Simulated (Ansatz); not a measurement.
**Relaxation of HBr**

Computed with Ansatz, DFT r2SCAN, scalar-relativistic, plane waves, PAW. Settings: 500 eV cutoff, 10×10×10 k-mesh, Gaussian smearing of 0.02 eV, no spin polarisation.

What was changed: relaxed at 3 GPa.

Input:

```yaml
crystal:
  lattice:
    - [0.0, 3.7617469625, 3.7675756789]
    - [1.6530148989, 0.0, 3.7675756789]
    - [1.6530148989, 3.7617469625, 0.0]
  atoms:
    - { symbol: H, position: [0.0, 0.0, 0.0] }
    - { symbol: Br, position: [0.5, 0.5, 0.5] }
basis:
  ecutwfc: 500
kpoints:
  mp_grid: { grid: [10, 10, 10] }
hamiltonian:
  xc: r2scan
scf:
  occupations: { method: gaussian, width: 0.02 }
output:
  forces: true
  stress: true
  eigenvalues: true
relax:
  adjacent_minimum: "off"
  f_tol: 0.008
  max_steps: 50
  cell: { stress_tol: 0.08, p_target: 3.0 }
```

F is the free energy. Steps run on the plane waves of an earlier cell, but the last one, and at times one on the way, on a freshly chosen basis, so a repeated geometry can differ a little in energy. The relaxation lowers the enthalpy F + PV at the target pressure, so F itself can rise.

Steps:

```csv
step,F − F(1) (eV),largest force component (eV/Å),V (Å³/atom),P (GPa)
1,0.0000,0.000,23.428,0.82
2,0.0113,0.000,21.150,1.61
3,0.0431,0.000,19.088,2.49
4,0.0717,0.000,18.154,3.06
5,0.0704,0.000,18.188,3.00
6,0.0716,0.000,18.188,2.99
```

Relaxed structure:

```cif
data_structure
_symmetry_space_group_name_H-M 'P 1'
_symmetry_Int_Tables_number 1
_cell_length_a 4.6860
_cell_length_b 3.7045
_cell_length_c 3.7045
_cell_angle_alpha 78.465
_cell_angle_beta 50.767
_cell_angle_gamma 50.768
_cell_volume 36.38
loop_
_atom_site_label
_atom_site_type_symbol
_atom_site_fract_x
_atom_site_fract_y
_atom_site_fract_z
_atom_site_occupancy
H1 H 0.00000 0.00000 0.00000 1
Br1 Br 0.50000 0.50000 0.50000 1
```

The structure is tetragonal, space group I4/mmm (No. 139). The conventional cell has a = 4.686 Å, b = 4.686 Å, c = 3.313 Å, α = 90.00°, β = 90.00°, γ = 90.00°. Around H (site symmetry 4/mmm) lie 2 Br at 1.66 Å. Br (site symmetry 4/mmm) has 2 H at 1.66 Å as nearest neighbours.

The run converged. The run took roughly 40 core-seconds.